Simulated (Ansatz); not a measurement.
Starting cell, BP (zinc blende):

```yaml
crystal:
  lattice:
    - [0.00000, 4.54847, 4.54847]
    - [2.27424, 0.00000, 2.27424]
    - [2.27424, 2.27424, 0.00000]
  atoms:
    - { symbol: P, position: [0.37500, 0.75000, 0.75000] }
    - { symbol: P, position: [0.87500, 0.75000, 0.75000] }
    - { symbol: B, position: [0.00000, 0.00000, 0.00000] }
    - { symbol: B, position: [0.50000, 0.00000, 0.00000] }
```

A phonon eigenvector at L = (0.5, 0.0, 0.0) is frozen into this cell: atom i moves by Q times the vector below, so Q is the largest atomic displacement, in Å. The cell is held. (q is in reciprocal vectors of the primitive cell; the cell shown is doubled to hold the pattern.)

```
atom       x       y       z
----  ------  ------  ------
P1    -0.577   0.577   0.577
P2     0.577  -0.577  -0.577
B3     0.066  -0.066  -0.066
B4    -0.066   0.066   0.066
```

Method: PBE (plane waves to 420 eV, PAW, scalar-relativistic; Ansatz, a first-principles code). k mesh 6×12×12 (Γ-centred), Fermi-Dirac smearing 0.05 eV. The energy includes the smearing's −TS. BP was relaxed with its symmetry unable to fall. The zero of ΔE is the undisplaced structure.

```
Q (Å)   ΔE (eV/cell)
------  ------------
-0.100        0.2947
-0.067        0.1304
-0.033        0.0325
0.000         0.0000
0.033         0.0325
0.067         0.1304
0.100         0.2947
```

**Question.** Which DFPT wavenumber at L = (0.5, 0.0, 0.0) belongs to this mode?
A) 506 cm⁻¹
B) 225 cm⁻¹
C) 751 cm⁻¹

**Answer.** A, 506 cm⁻¹. The curvature of the scan gives 506 cm⁻¹

(For displaced atoms, the force is minus the slope of the energy, and its curvature is a force constant, which sets phonon frequencies.)
